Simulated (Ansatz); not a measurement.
Level: PBE, no spin polarisation; 420 eV; 7×7×4 Γ-centred mesh; methfessel-paxton occupations (width 0.047 eV); Ansatz 0.2.0, fixed geometry.

Computed maps in the lattice plane spanned by a (left to right, 3.54 Å, 11 points from zero) and b (bottom to top, 3.54 Å, 11 points from zero), 90° apart, at height 0.000 along c. The fields are smooth PAW ones with compensation charges, not the true ones near nuclei.

Valence density. Digits on a logarithmic scale: 0 up to 0.03 e/Å³, each further digit a factor of 1.6, 9 from 1.3 e/Å³ up:
```
45665445665
66666556666
66666666666
55666556665
44565335654
44565335654
55666556665
66666666666
66666556666
45665445665
24665445664
```

ELF. Ten even steps from '0' (0.21) to '9' (0.78):
```
01674114761
36997557996
67999669997
34796116974
01561221651
01561221651
34796116974
67999669997
36997557996
01674114761
60363003630
```

**Question.** The cell is ZrSiB. Which atoms lie within 0.2 Å of this plane, and where (fractions of a and b)?

**Answer.** Si at (0.00, 0.00), Si at (0.50, 0.50). The whole cell:
```xyz
6
Lattice="3.5351 0.0000 0.0000 0.0000 3.5351 0.0000 0.0000 0.0000 7.9639" Properties=species:S:1:pos:R:3 pbc="T T T"
Zr    0.0000    1.7675    2.1503
Zr    1.7675    0.0000    5.8137
B     0.0000    1.7675    4.9775
B     1.7675    0.0000    2.9865
Si    0.0000    0.0000    0.0000
Si    1.7675    1.7675    0.0000
```

Origin: a known structure type with other elements, at an estimated volume, so it need not be a known compound. Caveats: many states at the Fermi level without spin polarisation, so a magnetic state may lie lower; atoms or cell far from equilibrium.
